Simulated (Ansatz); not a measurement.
NbSiPt in space group Pnma (No. 62; Nb on 4c, Pt on 4c, Si on 4c) under volume change, r²SCAN (plane waves, PAW; program Ansatz), shape and atoms relaxed at each volume.

```csv
V (Å³/atom),E − E(relaxed) (meV/atom),P (GPa)
13.822,105.1,26.91
14.277,44.0,16.39
14.733,10.4,7.51
15.189,0.0,0.00
15.644,9.3,-6.33
16.100,35.0,-11.62
16.556,74.5,-16.03
```

Q: What does a third-order Birch–Murnaghan fit give for V₀, B₀ and B′?

A: V₀ = 15.19 Å³/atom, B₀ = 228 GPa, B′ = 4.7.

The workflow started from an entry of the Crystallography Open Database (COD). Whether it is the stable phase at ambient conditions was not checked. Symmetry was held in the r²SCAN relaxation; whether a distortion lowers the energy is not shown. The run is not spin-polarised. Spin–orbit coupling is left out wherever it is not named.

Potentials: the later of the program's two PAW sets.
